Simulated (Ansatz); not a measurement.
ZrCuGe2 in space group P4/nmm (No. 129; Zr on 2c, Cu on 2b, Ge on 2a, Ge on 2c), the program Ansatz at the r²SCAN level (PAW), all energies at zero smearing, with the estimated change up to a 700 eV cutoff added, with one set of potentials and settings (totals compare only within such a set). Cell of 8 atoms (2 Zr, 2 Cu, 4 Ge): -38868.350 eV.

```tsv
element	reference phase	E (eV/atom)
Zr	P6_3/mmc, 2 atoms in the cell	-4195.0547
Cu	Fm-3m, 1 atoms in the cell	-6631.2549
Ge	Fd-3m, 2 atoms in the cell	-4302.9121
```

Formation energy per atom, worked out: (-38868.350 − 2×(-4195.0547) − 2×(-6631.2549) − 4×(-4302.9121))/8 = -0.510 eV/atom (-49 kJ per mol of atoms), at 0 K, without zero-point energy or fitted corrections.

The workflow started from a Materials Project entry (that database holds measured and hypothetical structures alike); the Crystallography Open Database copy checked does not list it. Whether it is the stable phase at ambient conditions was not checked. The r²SCAN relaxation kept the symmetry of its start; whether a distortion lowers the energy is not shown. No spin polarisation was allowed. The references are the lowest solids computed at this level, not always the standard phases.

Potentials: the earlier of the program's two PAW sets.
